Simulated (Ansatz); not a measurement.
## Ta: frozen-core PAW against all-electron methods

```
CELL_PARAMETERS angstrom
-1.65128 1.65128 1.70082
1.65128 -1.65128 1.70082
1.65128 1.65128 -1.70082
ATOMIC_POSITIONS crystal
Ta 0.00000 0.00000 0.00000
```

The geometry is COD entry 1541266, unchecked; take it as a test cell. The listed cell was then made from it by scaling, straining or moving an atom.

Spin–orbit coupling is left out, though it moves levels of the heavy atoms by tenths of an eV or more.

All numbers are computed: DFT, PBEsol, PAW with Ansatz's default frozen-core files, scalar-relativistic (Ansatz 0.2.0); DFT, PBEsol, all-electron PAW with datasets made for the crystal, scalar-relativistic (Ansatz 0.2.0); DFT, PBEsol, all-electron LAPW, scalar-relativistic (Ansatz 0.2.0).

For PAW: a Γ-centred 17×17×17 k mesh, Fermi–Dirac smearing of 0.08 eV, cutoff 420 eV, no spin polarisation; the PAW files were made with PBE, and the program remakes their frozen cores for this functional. The crystal-made all-electron datasets (AE datasets) take a cutoff of 240 eV at this cell. LAPW targets a basis error of 0.5 meV/atom. The Ansatz runs share mesh, smearing and spin set-up. Plane-wave (PAW) pressures include the program's estimate of the Pulay term.

Stress and pressure are positive in compression.

Spin–orbit coupling is left out, which moves gradients at and beside heavy atoms by some per cent and at worst by a factor of two.

In a metal, gradients converge slowly with the k mesh: the values move by tens of per cent from one mesh to another, at times in sign, so only the comparison on one mesh counts.

| quantity | PAW | AE datasets | LAPW |
| --- | --- | --- | --- |
| pressure (GPa) | -9.12 | -9.14 | -9.14 |
| stress xx (GPa) | -8.18 | -8.20 | -8.20 |
| stress zz (GPa) | -11.00 | -11.02 | -11.02 |
| field gradient Vzz at Ta (10²¹ V/m²) | 2.16 | 2.07 | – |

PAW's pressure differs from the LAPW value by +0.02 GPa.
